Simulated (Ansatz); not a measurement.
²⁰⁹Bi nuclear quadrupole resonance in Bi2Se3 under strain

Cell: an entry of the Crystallography Open Database (COD), relaxed with PBE at fixed cell and then changed (z compressed by 3 %, ions relaxed).

```cif
data_structure
_symmetry_space_group_name_H-M 'P 1'
_symmetry_Int_Tables_number 1
_cell_length_a 9.1540
_cell_length_b 9.1540
_cell_length_c 9.1540
_cell_angle_alpha 24.791
_cell_angle_beta 24.791
_cell_angle_gamma 24.791
_cell_volume 118.62
loop_
_atom_site_label
_atom_site_type_symbol
_atom_site_fract_x
_atom_site_fract_y
_atom_site_fract_z
_atom_site_occupancy
Bi1 Bi 0.59695 0.59695 0.59695 1
Bi2 Bi 0.40305 0.40305 0.40305 1
Se3 Se 0.79666 0.79666 0.79666 1
Se4 Se 0.20334 0.20334 0.20334 1
Se5 Se 0.00000 0.00000 0.00000 1
```

Atom numbers follow the list; atoms alike are taken as one site, whose name carries the number of the first.

The numbers come from a DFT calculation in Ansatz (PBE, plane waves and PAW, scalar-relativistic, 420 eV cutoff, Γ-centred 14×14×14 k-points, Fermi–Dirac smearing 0.05 eV).

²⁰⁹Bi: I = 9/2, Q = -516.0 mb (year-2017 value). Static lattice, zero field.

Question: Predict the zero-field ²⁰⁹Bi lines of each site.

Answer: For I = 9/2 and η = 0 the lines are |C_Q|/24 times 1, 2, 3 and 4; η shifts the lowest up most.

```
site  atoms  V_zz (10²¹ V/m²)  C_Q (MHz)     η   line frequencies (MHz)
  Bi   1, 2              1.87      -23.3  0.00  0.970, 1.94, 2.91, 3.88
```

An axis of threefold or higher order runs through Bi, so V_zz lies along it and η is zero.

The run finds no gap above 0.1 eV (a metal, or nearly one), so the gradients can move by 10 % or more with the k-mesh. Spin–orbit coupling is left out, which shifts gradients on Bi by a few per cent in wide-gap crystals, and can shift them far more where the calculated gap is small or absent, as here. Newer work puts Q(²⁰⁹Bi) near −420 mb, which would lower these couplings by about a fifth. At this changed cell the PBE pressure is 15 GPa.

The relaxation (4 steps) took 3 min of wall time (3 min of CPU time) and 1.5 GiB at its peak, on 1 thread of Intel Xeon 6975P-C (Granite Rapids) (x86_64; 16 cores open to the job, memory cap 3.0 GiB, no GPU), a shared host with a load of 0.4 a core.
